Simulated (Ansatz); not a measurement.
Here is the system:

Relaxed PtSe2 (CdI2 type):

```
PtSe2
1.0
    7.46138     0.00000     0.00000
   -1.86534     3.23087     0.00000
    0.00000     0.00000     5.25610
Pt Se
2 4
Direct
  0.00000   0.00000   0.00000
  0.50000   0.00000   0.00000
  0.33333   0.33333   0.24699
  0.83333   0.33333   0.24699
  0.16667   0.66667   0.75301
  0.66667   0.66667   0.75301
```

In each cell atom 3 (Se, nearest neighbour Pt at 2.515 Å; its periodic images, 3.7 Å or more away, move with it) moves by s·(-0.742, -0.428, -0.516) (towards the nearest neighbour), the rest being held.

These are r2SCAN+rVV10 (plane waves to 500 eV, PAW, scalar-relativistic; Ansatz, a first-principles code) values and carry that method's errors. k mesh 6×12×7 (Γ-centred), Fermi-Dirac smearing 0.05 eV. E stands for the smeared free energy. Left out: 2 of 11 points, with atoms too close for the PAW data. With partly filled bands, energies and forces of such displacements shift with the k mesh and the smearing. At this level the bands of PtSe2 touch or barely overlap. PtSe2 is run without spin polarisation. PtSe2 was relaxed with its symmetry unable to fall. Spin-orbit coupling is left out, though Pt is heavy. ΔE is measured from the undisplaced structure.

The scan covers s from -0.750 to 0.450 Å in 9 points.

### Question
Is the energy the same for displacements of ±0.450 Å, and if not, which side lies higher?

### Answer
Not even: the positive side lies higher at ±0.450 Å. With its periodic images moving along, the atom's site symmetry in this cell is m.

### Question
What is the energy change at s = 0.450 Å?

### Answer
1798 meV/cell.

### Question
What force acts on the atom along the line at s = -0.750 Å?

### Answer
2.37 eV/Å.

### Question
What is the force constant k = d²E/ds² of this move at s = 0?

### Answer
9.39 eV/Å².

(For displaced atoms, the force is minus the slope of the energy, and its curvature is a force constant, which sets phonon frequencies.)
